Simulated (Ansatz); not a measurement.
Input:

CdS:
```cif
data_Cd2S2
_chemical_formula_sum 'Cd2 S2'
_space_group_name_H-M_alt 'P 1'
_space_group_IT_number 1
_cell_length_a 3.84016
_cell_length_b 3.84016
_cell_length_c 6.44740
_cell_angle_alpha 90.000
_cell_angle_beta 90.000
_cell_angle_gamma 120.000
loop_
_space_group_symop_operation_xyz
  'x, y, z'
loop_
_atom_site_label
_atom_site_type_symbol
_atom_site_fract_x
_atom_site_fract_y
_atom_site_fract_z
_atom_site_occupancy
Cd1 Cd 0.00000 0.00000 0.00000 1
Cd2 Cd 0.00000 0.00000 0.50000 1
S1 S 0.33333 0.66667 0.25000 1
S2 S 0.66667 0.33333 0.75000 1
```

This is the HSE06-relaxed structure.

Task: All from DFT-HSE06 in the program Ansatz with PAW potentials, unless another level is named. Give the band gap.

Result: 1.64 eV (direct).

Task: Predict the valence-band maximum.

Result: at Γ.

Space group P6_3/mmc (NiAs type). The cell is a constructed one: a structure type filled with these elements; neither database checked (COD, Materials Project) lists it. It is not the phase usual at ambient conditions (space group No. 186, 216). The cell was relaxed with HSE06 under the symmetry of its start; its stability against distortions is not shown here. The hybrid was solved on a coarse mesh, the path and, where they were found, the r²SCAN edge points; its band edges are the extreme levels among these. Scalar-relativistic: spin–orbit coupling is off unless named, which matters more the heavier the elements.

Potentials: the later of the program's two PAW sets.
